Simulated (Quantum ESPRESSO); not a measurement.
TaGaW4SnMo, finding a planted mistake in a log

Computed values, not a measurement. The program is pw.x of Quantum ESPRESSO 7.5 (plane-wave density functional theory). The cell is made up: eight metal atoms on a hexagonal close-packed lattice, with elements, volume, strain and displacements drawn at random and not relaxed, so it may be unstable or far from any real phase. PseudoDojo standard norm-conserving files set the functional (PBE unless stated); there is no spin polarisation or spin-orbit coupling, the Fermi-Dirac width of 0.25 eV means electrons at about 2900 K, and the masses in the input are unused placeholders. The tin pseudopotential is less sure than most, with forces differing by about three percent from a second method on plain tin. Heavy elements are run without spin-orbit coupling, which real alloys of them have. A spin test at this wide smearing found no moment, but such smearing suppresses magnetism that the real alloy may have.

Intended input:

```
&control calculation='scf', pseudo_dir='./dojo.nc.sr.pbe.v0_5.standard.upf', outdir='./o', disk_io='minimal', tprnfor=.true., tstress=.true. /
&system ibrav=0, nat=8, ntyp=5, nbnd=71, ecutwfc=84.00895049, nosym=.true., tot_charge=0,
 occupations='smearing', smearing='fd', degauss=0.0183746611
/
&electrons conv_thr=1.470e-08, electron_maxstep=70, mixing_beta=0.5 /
ATOMIC_SPECIES
Ga 1.0 Ga.upf
Mo 1.0 Mo.upf
Sn 1.0 Sn.upf
Ta 1.0 Ta.upf
W 1.0 W.upf
CELL_PARAMETERS angstrom
-2.8616 0.0483 0.0004
-0.083 5.0291 -4.6652
0.0844 -4.9485 -4.5789
ATOMIC_POSITIONS angstrom
Ta 0.0082 -0.0087 -0.0219
Ga -0.0325 1.6603 -2.2987
W -0.0098 0.0803 -4.6187
Sn -0.0257 1.6987 -6.9612
W -1.4171 -0.7569 -2.3281
Mo -1.399 -2.425 -4.6521
W -1.3924 -0.7773 -6.9301
W -1.493 2.5604 -4.642
K_POINTS automatic
8 4 4 1 1 1
```

The log is shortened where brackets say so; the opening notice, blank lines, dates and the lines on written files are dropped, and the path of the files is cut. It prints rydbergs, bohrs and kilobars, and counts compression as positive stress. Its total energy is the free energy E - TS of the whole cell.

Log of the intended run:

```
     Program PWSCF v.7.5
     Parallel version (MPI & OpenMP), running on       4 processor cores
     Number of MPI processes:                 4
     Threads/MPI process:                     1
     [start-up lines left out]
     bravais-lattice index     =            0
     lattice parameter (alat)  =       5.4084  a.u.
     unit-cell volume          =     890.2469 (a.u.)^3
     number of atoms/cell      =            8
     number of atomic types    =            5
     number of electrons       =       110.00
     number of Kohn-Sham states=           71
     kinetic-energy cutoff     =      84.0090  Ry
     charge density cutoff     =     336.0358  Ry
     scf convergence threshold =      1.5E-08
     mixing beta               =       0.5000
     number of iterations used =            8  plain     mixing
     Exchange-correlation= PBE
                           (   1   4   3   4   0   0   0)
     [axes and pseudopotential details left out]
   Cartesian axes
     site n.     atom                  positions (alat units)
         1        Ta     tau(   1) = (   0.0028651  -0.0030398  -0.0076520  )
         2        Ga     tau(   2) = (  -0.0113557   0.5801173  -0.8031775  )
         3        W      tau(   3) = (  -0.0034242   0.0280572  -1.6137972  )
         4        Sn     tau(   4) = (  -0.0089797   0.5935344  -2.4322786  )
         5        W      tau(   5) = (  -0.4951419  -0.2644647  -0.8134500  )
         6        Mo     tau(   6) = (  -0.4888177  -0.8473073  -1.6254674  )
         7        W      tau(   7) = (  -0.4865116  -0.2715926  -2.4214121  )
         8        W      tau(   8) = (  -0.5216618   0.8946168  -1.6219384  )
     number of k points=    64  Fermi-Dirac smearing, width (Ry)=  0.0184
                       cart. coord. in units 2pi/alat
        k(    1) = (  -0.0625487  -0.0017191  -0.0774254), wk =   0.0312500
        k(    2) = (  -0.0637818  -0.0741255  -0.1554578), wk =   0.0312500
     [further k points left out]
     Dense  grid:    92573 G-vectors     FFT dimensions: (  32,  75,  75)
     Estimated max dynamical RAM per process >     382.13 MB
     Estimated total dynamical RAM >       1.43 GB
     Initial potential from superposition of free atoms
     starting charge     109.9914, renormalised to     110.0000
     Starting wfcs are   78 randomized atomic wfcs
     total cpu time spent up to now is        6.1 secs
     per-process dynamical memory:   300.5 Mb
     Self-consistent Calculation
     iteration #  1     ecut=    84.01 Ry     beta= 0.50
     Davidson diagonalization with overlap
     ethr =  1.00E-02,  avg # of iterations =  2.4
     total cpu time spent up to now is       19.9 secs
     total energy              =   -1187.28782986 Ry
     estimated scf accuracy    <       1.24346204 Ry
     iteration #  2     ecut=    84.01 Ry     beta= 0.50
     Davidson diagonalization with overlap
     ethr =  1.13E-03,  avg # of iterations =  4.0
     total cpu time spent up to now is       35.3 secs
     total energy              =   -1186.63641309 Ry
     estimated scf accuracy    <      18.23929970 Ry
     [iterations 3 to 17 left out]
     iteration # 18     ecut=    84.01 Ry     beta= 0.50
     Davidson diagonalization with overlap
     ethr =  2.26E-10,  avg # of iterations =  1.1
     total cpu time spent up to now is      221.8 secs
     total energy              =   -1187.95055797 Ry
     estimated scf accuracy    <       0.00000005 Ry
     iteration # 19     ecut=    84.01 Ry     beta= 0.50
     Davidson diagonalization with overlap
     ethr =  4.34E-11,  avg # of iterations =  2.0
     total cpu time spent up to now is      232.8 secs
     End of self-consistent calculation
     [lines on levels left out]
!    total energy              =   -1187.95055798 Ry
     estimated scf accuracy    <          2.0E-09 Ry
     smearing contrib. (-TS)   =      -0.10626116 Ry
     internal energy E=F+TS    =   -1187.84429682 Ry
     The total energy is F=E-TS. E is the sum of the following terms:
     one-electron contribution =    -171.14508931 Ry
     hartree contribution      =     160.71792144 Ry
     xc contribution           =    -269.11886368 Ry
     ewald contribution        =    -908.29826528 Ry
     convergence has been achieved in  19 iterations
     Forces acting on atoms (cartesian axes, Ry/au):
     atom    1 type  4   force =    -0.00164108   -0.00979797   -0.01916068
     atom    2 type  1   force =    -0.00031124    0.01381792   -0.01506951
     atom    3 type  5   force =     0.00070717   -0.01477242    0.01622454
     atom    4 type  3   force =    -0.00301953    0.02867586   -0.00657522
     atom    5 type  5   force =    -0.00591060   -0.00689516   -0.02358235
     atom    6 type  2   force =     0.00907282    0.03616295   -0.01157408
     atom    7 type  5   force =    -0.00976243   -0.05829487    0.01701982
     atom    8 type  5   force =     0.01086489    0.01110368    0.04271749
     Total force =     0.101255     Total SCF correction =     0.000236
     Computing stress (Cartesian axis) and pressure
          total   stress  (Ry/bohr**3)                   (kbar)     P=       65.33
   0.00063148   0.00003339   0.00001202           92.89        4.91        1.77
   0.00003339   0.00016777   0.00009386            4.91       24.68       13.81
   0.00001202   0.00009386   0.00053300            1.77       13.81       78.41
     init_run     :      5.45s CPU      5.68s WALL (       1 calls)
     electrons    :    225.95s CPU    226.73s WALL (       1 calls)
     forces       :      2.50s CPU      2.51s WALL (       1 calls)
     stress       :      8.78s CPU      8.96s WALL (       1 calls)
     [timing details left out]
     PWSCF        :   4m 3.11s CPU   4m 4.34s WALL
     JOB DONE.
```

A second run was made from an input with one planted mistake. Its log:

```
     Program PWSCF v.7.5
     Parallel version (MPI & OpenMP), running on       4 processor cores
     Number of MPI processes:                 4
     Threads/MPI process:                     1
     [start-up lines left out]
     bravais-lattice index     =            0
     lattice parameter (alat)  =       5.4456  a.u.
     unit-cell volume          =     908.7857 (a.u.)^3
     number of atoms/cell      =            8
     number of atomic types    =            5
     number of electrons       =       110.00
     number of Kohn-Sham states=           71
     kinetic-energy cutoff     =      84.0090  Ry
     charge density cutoff     =     336.0358  Ry
     scf convergence threshold =      1.5E-08
     mixing beta               =       0.5000
     number of iterations used =            8  plain     mixing
     Exchange-correlation= PBE
                           (   1   4   3   4   0   0   0)
     [axes and pseudopotential details left out]
   Cartesian axes
     site n.     atom                  positions (alat units)
         1        Ta     tau(   1) = (   0.0028802  -0.0030537  -0.0076691  )
         2        Ga     tau(   2) = (  -0.0113474   0.5801417  -0.8032037  )
         3        W      tau(   3) = (  -0.0034355   0.0280736  -1.6138335  )
         4        Sn     tau(   4) = (  -0.0089877   0.5935365  -2.4323059  )
         5        W      tau(   5) = (  -0.4951574  -0.2644610  -0.8134754  )
         6        Mo     tau(   6) = (  -0.4888417  -0.8473094  -1.6254933  )
         7        W      tau(   7) = (  -0.4865167  -0.2716096  -2.4214443  )
         8        W      tau(   8) = (  -0.5216694   0.8946425  -1.6219537  )
     number of k points=    64  Fermi-Dirac smearing, width (Ry)=  0.0184
                       cart. coord. in units 2pi/alat
        k(    1) = (  -0.0625486  -0.0017194  -0.0774240), wk =   0.0312500
        k(    2) = (  -0.0637808  -0.0741251  -0.1554554), wk =   0.0312500
     [further k points left out]
     Dense  grid:    94489 G-vectors     FFT dimensions: (  32,  80,  75)
     Estimated max dynamical RAM per process >     390.25 MB
     Estimated total dynamical RAM >       1.46 GB
     Initial potential from superposition of free atoms
     starting charge     109.9914, renormalised to     110.0000
     Starting wfcs are   78 randomized atomic wfcs
     total cpu time spent up to now is        6.9 secs
     per-process dynamical memory:   307.2 Mb
     Self-consistent Calculation
     iteration #  1     ecut=    84.01 Ry     beta= 0.50
     Davidson diagonalization with overlap
     ethr =  1.00E-02,  avg # of iterations =  2.4
     total cpu time spent up to now is       23.3 secs
     total energy              =   -1187.28637333 Ry
     estimated scf accuracy    <       1.25388494 Ry
     iteration #  2     ecut=    84.01 Ry     beta= 0.50
     Davidson diagonalization with overlap
     ethr =  1.14E-03,  avg # of iterations =  4.0
     total cpu time spent up to now is       42.7 secs
     total energy              =   -1186.62460312 Ry
     estimated scf accuracy    <      18.88304072 Ry
     [iterations 3 to 17 left out]
     iteration # 18     ecut=    84.01 Ry     beta= 0.50
     Davidson diagonalization with overlap
     ethr =  2.11E-10,  avg # of iterations =  1.2
     total cpu time spent up to now is      276.8 secs
     total energy              =   -1187.95576334 Ry
     estimated scf accuracy    <       0.00000005 Ry
     iteration # 19     ecut=    84.01 Ry     beta= 0.50
     Davidson diagonalization with overlap
     ethr =  4.39E-11,  avg # of iterations =  1.7
     total cpu time spent up to now is      289.5 secs
     End of self-consistent calculation
     [lines on levels left out]
!    total energy              =   -1187.95576334 Ry
     estimated scf accuracy    <          7.9E-10 Ry
     smearing contrib. (-TS)   =      -0.10895036 Ry
     internal energy E=F+TS    =   -1187.84681298 Ry
     The total energy is F=E-TS. E is the sum of the following terms:
     one-electron contribution =    -180.04420456 Ry
     hartree contribution      =     163.20359523 Ry
     xc contribution           =    -268.92698024 Ry
     ewald contribution        =    -902.07922340 Ry
     convergence has been achieved in  19 iterations
     Forces acting on atoms (cartesian axes, Ry/au):
     atom    1 type  4   force =    -0.00189841   -0.01112989   -0.01844393
     atom    2 type  1   force =    -0.00013601    0.01308945   -0.01417752
     atom    3 type  5   force =     0.00032550   -0.01361122    0.01545767
     atom    4 type  3   force =    -0.00266350    0.02719340   -0.00574075
     atom    5 type  5   force =    -0.00536901   -0.00728559   -0.02286798
     atom    6 type  2   force =     0.00854721    0.03597174   -0.01102034
     atom    7 type  5   force =    -0.00875588   -0.05598299    0.01629923
     atom    8 type  5   force =     0.00995010    0.01175510    0.04049362
     Total force =     0.097419     Total SCF correction =     0.000151
     Computing stress (Cartesian axis) and pressure
          total   stress  (Ry/bohr**3)                   (kbar)     P=       17.61
   0.00029458   0.00002401   0.00001116           43.33        3.53        1.64
   0.00002401  -0.00013380   0.00008707            3.53      -19.68       12.81
   0.00001116   0.00008707   0.00019830            1.64       12.81       29.17
     init_run     :      6.60s CPU      6.81s WALL (       1 calls)
     electrons    :    281.83s CPU    282.60s WALL (       1 calls)
     forces       :      2.41s CPU      2.42s WALL (       1 calls)
     stress       :      8.05s CPU      8.22s WALL (       1 calls)
     [timing details left out]
     PWSCF        :   4m59.07s CPU   5m 0.24s WALL
     JOB DONE.
```

Question: the log repeats what the program read. Compare it with the intended run: what was wrong in the second input?

Answer: the cell and the positions are scaled by a wrong factor. The input lines that differ:

```
- -2.8616 0.0483 0.0004
- -0.083 5.0291 -4.6652
- 0.0844 -4.9485 -4.5789
+ -2.8813 0.0486 0.0004
+ -0.0836 5.0638 -4.6974
+ 0.085 -4.9826 -4.6105
- Ta 0.0082 -0.0087 -0.0219
- Ga -0.0325 1.6603 -2.2987
- W -0.0098 0.0803 -4.6187
- Sn -0.0257 1.6987 -6.9612
- W -1.4171 -0.7569 -2.3281
- Mo -1.399 -2.425 -4.6521
- W -1.3924 -0.7773 -6.9301
- W -1.493 2.5604 -4.642
+ Ta 0.0083 -0.0088 -0.0221
+ Ga -0.0327 1.6718 -2.3146
+ W -0.0099 0.0809 -4.6506
+ Sn -0.0259 1.7104 -7.0092
+ W -1.4269 -0.7621 -2.3442
+ Mo -1.4087 -2.4417 -4.6842
+ W -1.402 -0.7827 -6.9779
+ W -1.5033 2.5781 -4.674
```

```
                                            intended run  run with the mistake
                          free energy (eV)    -16162.891            -16162.962
         entropy term -TS, part of it (eV)        -1.446                -1.482
                            pressure (GPa)          6.53                  1.76
size of the largest force component (eV/Å)         1.499                 1.439
largest change of a force component (eV/Å)                               0.059
                                iterations            19                    19
```

For scale, a rerun of the intended cell at a higher cutoff and on a denser mesh moved values by no more than 0.010 eV in energy, 0.07 GPa in stress and 0.011 eV/Å in force, and a second program with other atomic files agreed on that cell to 2 % rms in force and 0.5 GPa in pressure.